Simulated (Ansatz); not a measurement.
BP:
```xyz
4
Lattice="3.1909 0.0000 0.0000 -1.5954 2.7634 0.0000 0.0000 0.0000 5.2956" Properties=species:S:1:pos:R:3 pbc="T T T"
B      1.5954     0.9211     2.6501
B      0.0000     1.8423     0.0023
P      1.5954     0.9211     4.6314
P      0.0000     1.8423     1.9836
```

Relaxed with r²SCAN. Special points in fractions of this cell's reciprocal vectors: Γ (0.000, 0.000, 0.000); M (0.500, 0.000, 0.000); K (0.333, 0.333, 0.000); A (0.000, 0.000, 0.500); L (0.500, 0.000, 0.500); H (0.333, 0.333, 0.500).

List the band energies nearest the valence-band maximum at these points for DFT-r²SCAN in the program Ansatz with PAW potentials.

In eV from the valence-band maximum; about four levels below and three above (degenerate sets whole), none deeper than 8.9 eV; points with the same levels are listed once.

```
k                        below                          above
-  ---------------------------  -----------------------------
Γ  -2.25 -2.25 -0.47 0.00 0.00                 2.90 2.90 3.38
M      -6.76 -4.61 -4.42 -2.21                 1.37 4.03 4.72
K      -7.83 -5.28 -5.28 -5.06                 1.19 7.83 7.83
A      -1.37 -1.37 -1.37 -1.37  4.01 4.01 4.39 4.39 4.39 4.39
L      -3.66 -3.66 -3.54 -3.54            2.39 2.39 2.94 2.94
H      -6.78 -6.78 -3.04 -3.04            3.40 3.40 5.21 5.21
```

Space group P6_3mc (wurtzite). The workflow started from a Materials Project entry (that database holds measured and hypothetical structures alike); the Crystallography Open Database copy checked does not list it. It is not the phase usual at ambient conditions (space group No. 216). The r²SCAN relaxation kept the symmetry of its start; its stability against distortions is not shown here.

Potentials: the later of the program's two PAW sets.
